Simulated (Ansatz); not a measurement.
VSi₂:
```
CELL_PARAMETERS angstrom
      4.52996     0.00000     0.00000
     -2.26498     3.92306     0.00000
      0.00000     0.00000     6.32554
ATOMIC_POSITIONS crystal
  V  0.00000 0.50000 0.16667
  V  0.50000 0.00000 0.50000
  V  0.50000 0.50000 0.83333
  Si 0.83748 0.67496 0.50000
  Si 0.16252 0.83748 0.83333
  Si 0.32504 0.16252 0.16667
  Si 0.16252 0.32504 0.50000
  Si 0.83748 0.16252 0.83333
  Si 0.67496 0.83748 0.16667
```

Relaxed with r²SCAN.

### Question
Map the electron localisation function on the plane through (0.000, 0.500, 0.167) spanned by u = [1, 1, 0] and v = [1, -1, 0] in lattice vectors, from DFT-r²SCAN in the program Ansatz with PAW potentials.

### Answer
x is the fraction of u, y of v (the angle between them is 90°; rows are the nearest grid lines); atoms in the plane: V at (0.00, 0.00), V at (0.50, 0.50), Si at (0.49, 0.83), Si at (0.99, 0.33), Si at (0.01, 0.67), Si at (0.51, 0.17).
```
|899830035666666530038998|
|998510367877778762015899|
|775101588865578874102577|
|000136898411125897520000|
|777778985216512687655667|
|999888886211113677667899|
|556888888877777776677655|
|421478888888877666774114|
|322589863211011247886213|
|113799731000000026897421|
|678886201589986201578876|
|666652005999999610256666|
|666652016999999500256666|
|678875102689985102688876|
|124798620000000137997311|
|312688742110112368985223|
|411477666778888888874124|
|556776677777778888888655|
|998766776311112688888999|
|766556786215612589877777|
|000025798521114898631000|
|775201478875568885101577|
|998510267877778763015899|
|899830035666666530038998|
```
Scale: ten equal steps from 0.119 (start of '0') to 0.759 (end of '9'), in the order '0123456789'; x runs from 0.000 to 1.00, y from 0.000 (bottom) to 1.00 (top).

The density is the valence pseudo-density with augmentation charge, so density and ELF within about 1 Å of a nucleus are not all-electron values.

Space group P6_222. The r²SCAN relaxation kept the symmetry of its start; of distortions, only those at the zone centre were tested. No spin polarisation was allowed.

Potentials: the later of the program's two PAW sets.
